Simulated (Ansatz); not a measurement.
Sr₃P₄:
```
CELL_PARAMETERS angstrom
      0.00000     8.59268     2.89143
      7.06352     0.00000     2.89143
      7.06352     8.59268     0.00000
ATOMIC_POSITIONS crystal
  Sr 0.57879 0.91910 0.08499
  Sr 0.91910 0.57879 0.41713
  Sr 0.83287 0.16501 0.33090
  Sr 0.16501 0.83287 0.67121
  Sr 0.50499 0.50499 0.99501
  Sr 0.25499 0.25499 0.74501
  P  0.08437 0.91951 0.41755
  P  0.91951 0.08437 0.57857
  P  0.67143 0.83245 0.33049
  P  0.83245 0.67143 0.16563
  P  0.52063 0.99588 0.82324
  P  0.99588 0.52063 0.66024
  P  0.58976 0.42676 0.25412
  P  0.42676 0.58976 0.72937
```

Plane-wave PAW PBEsol (Ansatz code) gives a gap of 0.80 eV without spin–orbit coupling, maximum on the Γ–Λ0 line, 73 % of the way from Γ, minimum at Γ.

Problem. What happens when spin–orbit coupling is switched on?

Solution. The gap hardly moves, to 0.80 eV; maximum on the Γ–Λ0 line, 73 % of the way from Γ, minimum at Γ.

Space group Fdd2. The workflow started from a Materials Project entry (that database holds measured and hypothetical structures alike); the Crystallography Open Database files this formula in space group No. 43, but the cells were not matched. Its standing as an ambient phase is unchecked. Symmetry was held in the PBEsol relaxation; its stability against distortions is not shown here.

Potentials: the later of the program's two PAW sets.
